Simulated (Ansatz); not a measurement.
IrW:
```cif
data_IrW
_chemical_formula_sum 'Ir1 W1'
_space_group_name_H-M_alt 'P 1'
_space_group_IT_number 1
_cell_length_a 3.63955
_cell_length_b 3.63955
_cell_length_c 3.63955
_cell_angle_alpha 60.000
_cell_angle_beta 60.000
_cell_angle_gamma 60.000
loop_
_space_group_symop_operation_xyz
  'x, y, z'
loop_
_atom_site_label
_atom_site_type_symbol
_atom_site_fract_x
_atom_site_fract_y
_atom_site_fract_z
_atom_site_occupancy
Ir1 Ir 0.00000 0.00000 0.00000 1
W1 W 0.50000 0.50000 0.50000 1
```

Relaxed with PBEsol.

Q: Which orbitals make up the states near the Fermi level in plane-wave PAW PBEsol (Ansatz code)?

A: Within 0.5 eV of the Fermi level: W 5d 66 %, Ir 5d 23 %, Ir 6s 5 %. Projections are on Löwdin-orthogonalised atomic valence shells; empty p or d shells of many metals are not among them.

Q: Tabulate the density of states.

A: States/eV per cell of 2 atoms, in 0.25 eV bins, energy from the Fermi level.

| E (eV) | total | Ir 5d | W 5d | W 6s |
|---|---|---|---|---|
| -7.85 | 0.27 | 0.01 | 0.01 | 0.12 |
| -7.60 | 0.31 | 0.02 | 0.02 | 0.13 |
| -7.35 | 0.36 | 0.03 | 0.03 | 0.15 |
| -7.10 | 0.42 | 0.05 | 0.05 | 0.16 |
| -6.85 | 0.64 | 0.15 | 0.13 | 0.17 |
| -6.60 | 1.05 | 0.35 | 0.30 | 0.19 |
| -6.35 | 1.45 | 0.55 | 0.45 | 0.21 |
| -6.10 | 1.86 | 0.79 | 0.60 | 0.22 |
| -5.85 | 2.80 | 1.31 | 0.93 | 0.24 |
| -5.60 | 3.45 | 1.79 | 1.14 | 0.19 |
| -5.35 | 3.13 | 1.73 | 1.11 | 0.18 |
| -5.10 | 3.10 | 1.70 | 1.09 | 0.18 |
| -4.85 | 3.06 | 1.72 | 1.13 | 0.04 |
| -4.60 | 3.44 | 2.09 | 1.12 | 0.04 |
| -4.35 | 2.63 | 1.66 | 0.82 | 0.04 |
| -4.10 | 2.24 | 1.49 | 0.61 | 0.03 |
| -3.85 | 3.01 | 2.18 | 0.62 | 0.04 |
| -3.60 | 2.56 | 1.81 | 0.57 | 0.03 |
| -3.35 | 1.80 | 1.13 | 0.54 | 0.03 |
| -3.10 | 2.48 | 1.49 | 0.75 | 0.05 |
| -2.85 | 2.52 | 1.39 | 0.89 | 0.09 |
| -2.60 | 1.99 | 1.52 | 0.37 | 0.02 |
| -2.35 | 1.56 | 1.27 | 0.21 | 0.03 |
| -2.10 | 2.39 | 1.79 | 0.42 | 0.08 |
| -1.85 | 1.48 | 0.75 | 0.51 | 0.11 |
| -1.60 | 1.26 | 0.42 | 0.62 | 0.12 |
| -1.35 | 1.21 | 0.37 | 0.64 | 0.08 |
| -1.10 | 1.22 | 0.36 | 0.66 | 0.06 |
| -0.85 | 1.24 | 0.36 | 0.68 | 0.05 |
| -0.60 | 1.32 | 0.37 | 0.75 | 0.03 |
| -0.35 | 1.39 | 0.36 | 0.84 | 0.02 |
| -0.10 | 1.63 | 0.38 | 1.05 | 0.02 |
| 0.15 | 2.73 | 0.66 | 1.81 | 0.02 |
| 0.40 | 3.44 | 0.75 | 2.35 | 0.05 |
| 0.65 | 3.21 | 0.63 | 2.27 | 0.07 |
| 0.90 | 3.20 | 0.64 | 2.22 | 0.13 |
| 1.15 | 2.71 | 0.65 | 1.75 | 0.11 |
| 1.40 | 2.28 | 0.59 | 1.39 | 0.13 |
| 1.65 | 2.19 | 0.57 | 1.26 | 0.15 |
| 1.90 | 2.18 | 0.57 | 1.18 | 0.16 |
| 2.15 | 2.03 | 0.56 | 1.04 | 0.14 |
| 2.40 | 1.77 | 0.52 | 0.88 | 0.14 |
| 2.65 | 1.17 | 0.28 | 0.51 | 0.16 |
| 2.90 | 0.95 | 0.13 | 0.32 | 0.16 |
| 3.15 | 0.85 | 0.12 | 0.27 | 0.13 |
| 3.40 | 0.77 | 0.11 | 0.23 | 0.11 |
| 3.65 | 0.73 | 0.10 | 0.20 | 0.09 |
| 3.90 | 0.69 | 0.09 | 0.18 | 0.08 |
| 4.15 | 0.63 | 0.08 | 0.15 | 0.07 |
| 4.40 | 0.55 | 0.08 | 0.14 | 0.06 |
| 4.65 | 0.49 | 0.07 | 0.12 | 0.06 |

Space group Fm-3m (rock salt). The start of the workflow was typed in or built on a structure type; neither database checked (COD, Materials Project) lists it. COD files the formula under space group No. 51. Its standing as an ambient phase is unchecked. The PBEsol relaxation kept the symmetry of its start. At this level the phase is mechanically unstable. The run is not spin-polarised. Its formation energy is positive at this level, so the cell may be metastable or incomplete. Scalar-relativistic: spin–orbit coupling is off unless named, which matters more the heavier the elements.

Potentials: the later of the program's two PAW sets.
